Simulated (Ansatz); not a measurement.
A scan (energy against volume; even scaling of the relaxed cell, symmetry kept) gave these values. Method: PBE (plane waves to 420 eV, PAW, scalar-relativistic; Ansatz, a program for electronic structure).

| Quantity | Value |
|---|---|
| Bulk modulus at fixed cell shape B₀ (third-order Birch-Murnaghan fit) | 116 GPa |
| Pressure derivative B₀′ (fit) | 5.9 |
| Equilibrium volume of the fit | 10.82 Å³/atom |

**Question.** Of these crystals, all scanned alike, which one is it?
A) CdS (wurtzite)
B) LiTaO₃ (LiNbO3 type, space group R3c)
C) GaN (wurtzite)

**Answer.** B, LiTaO₃ (LiNbO3 type, space group R3c). The others have, for the bulk modulus at fixed cell shape: CdS 53.1 GPa, GaN 172 GPa

All were relaxed with their symmetry unable to fall. LiTaO3 is run without spin polarisation. Spin-orbit coupling is left out. The PAW data are Ansatz's earlier set. With the shape held, the modulus is that of even scaling; a crystal free to change shape is softer.

(Under strain, the slope of the energy per volume gives the stress and its curvature an elastic modulus.)
